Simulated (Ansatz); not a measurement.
The start is a relaxed AlN cell deformed by the Cartesian strain tensor (xx, yy, zz, yz, xz, xy) = (-0.022, 0.030, -0.021, -0.072, -0.088, -0.040). A full variable-cell relaxation at zero pressure is run with PBEsol (plane waves to 420 eV, PAW, scalar-relativistic; Ansatz, a first-principles code). The first steps use a coarse 7×7×2 k-mesh.

Initial structure:
```yaml
crystal:
  lattice:
    - [3.03208, -0.12556, -0.27283]
    - [-1.62478, 2.82826, -0.05690]
    - [-1.32929, -1.08760, 14.78833]
  atoms:
    - { symbol: Al, position: [0.00000, 0.00000, 0.99965] }
    - { symbol: Al, position: [0.00000, 0.00000, 0.49965] }
    - { symbol: Al, position: [0.66667, 0.33333, 0.83391] }
    - { symbol: Al, position: [0.33333, 0.66667, 0.33391] }
    - { symbol: Al, position: [0.66667, 0.33333, 0.16675] }
    - { symbol: Al, position: [0.33333, 0.66667, 0.66675] }
    - { symbol: N, position: [0.00000, 0.00000, 0.87447] }
    - { symbol: N, position: [0.00000, 0.00000, 0.37447] }
    - { symbol: N, position: [0.66667, 0.33333, 0.70802] }
    - { symbol: N, position: [0.33333, 0.66667, 0.20802] }
    - { symbol: N, position: [0.66667, 0.33333, 0.04089] }
    - { symbol: N, position: [0.33333, 0.66667, 0.54089] }
```

- Energy released: 0.29 eV/atom
- Relative to the parent: The parent structure is recovered, P6₃mc (No. 186)
- Shortest distances (start → end): The closest pairs of elements (up to four, under 3.6 Å), start → end: Al–N 1.69 → 1.89 Å; Al–Al 2.67 → 3.08 Å; N–N 2.67 → 3.09 Å
- Band gap at the end: 3.69 eV, indirect (valence top at Γ, conduction bottom at M) (no spin-orbit coupling)
- Optimiser moves: 8

Relaxed structure:

```cif
data_Al6N6
_chemical_formula_sum 'Al6 N6'
_space_group_name_H-M_alt 'P63mc'
_space_group_IT_number 186
_space_group_name_Hall 'P 6c -2c'
_cell_length_a 3.10028
_cell_length_b 3.10028
_cell_length_c 15.10545
_cell_angle_alpha 90.000
_cell_angle_beta 90.000
_cell_angle_gamma 120.000
loop_
_atom_site_label
_atom_site_type_symbol
_atom_site_symmetry_multiplicity
_atom_site_Wyckoff_symbol
_atom_site_fract_x
_atom_site_fract_y
_atom_site_fract_z
_atom_site_occupancy
Al1 Al 2 a 0.00000 0.00000 0.49965 1
Al2 Al 2 b 0.33333 0.66667 0.33391 1
Al3 Al 2 b 0.33333 0.66667 0.66675 1
N1 N 2 a 0.00000 0.00000 0.37447 1
N2 N 2 b 0.33333 0.66667 0.20802 1
N3 N 2 b 0.66667 0.33333 0.04090 1
```

Final values are on a 10×10×2 k-mesh of the relaxed cell. No spin polarisation in the result.

The first start was generated by placing the elements on the sites of a structure type. A measured structure of AlN has the same space group, P6₃mc (No. 186); the sites were not compared with it.
